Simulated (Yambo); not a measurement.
Optical response of LiBr

```
CELL_PARAMETERS angstrom
      4.13469     0.00000     0.00000
     -2.06735     3.58075     0.00000
      0.00000     0.00000     6.61479
ATOMIC_POSITIONS crystal
  Li 0.66667 0.33333 0.87805
  Li 0.33333 0.66667 0.37805
  Br 0.66667 0.33333 0.49695
  Br 0.33333 0.66667 0.99695
```

Yambo, RPA with local fields on PBEsol bands; 9×9×4 mesh, 67 bands, 4 Ry local-field block, 0.2 eV broadening; field along z.

```tsv
E (eV)	Im ε	Re ε	Im ε, independent particles
0.0	0.00	2.65	0.00
0.6	0.01	2.66	0.01
1.2	0.01	2.68	0.02
1.9	0.02	2.73	0.03
2.5	0.03	2.80	0.04
3.1	0.04	2.91	0.06
3.8	0.06	3.07	0.09
4.4	0.12	3.34	0.16
5.0	0.40	3.74	0.48
5.6	0.71	4.14	0.92
6.2	1.56	4.25	2.06
6.9	3.27	3.95	4.57
7.5	3.49	1.77	4.58
8.1	2.52	2.06	4.00
8.8	2.33	1.94	4.35
9.4	3.10	2.12	6.30
10.0	2.98	0.67	3.94
10.6	2.40	0.50	3.11
11.2	2.24	0.29	2.44
11.9	2.13	0.23	2.13
12.5	1.44	-0.45	1.12
13.1	0.96	-0.11	0.90
13.8	0.87	0.20	0.96
14.4	0.68	0.34	0.82
15.0	0.78	0.48	0.99
15.6	0.72	0.40	0.80
16.2	0.64	0.48	0.72
16.9	0.60	0.58	0.76
17.5	0.75	0.47	0.60
18.1	0.60	0.50	0.53
18.8	0.54	0.38	0.37
19.4	0.47	0.47	0.35
20.0	0.38	0.50	0.30
```

Peak heights and small wiggles depend on the k mesh. Convergence of the RPA response with its 9×9×4 mesh was not tested. No excitonic effects at this level.

Spin-orbit coupling is not included.

Geometry relaxed with PBEsol.

This is not the ordinary phase of the substance; no match was found in the copy of COD used, and its stability was not checked.
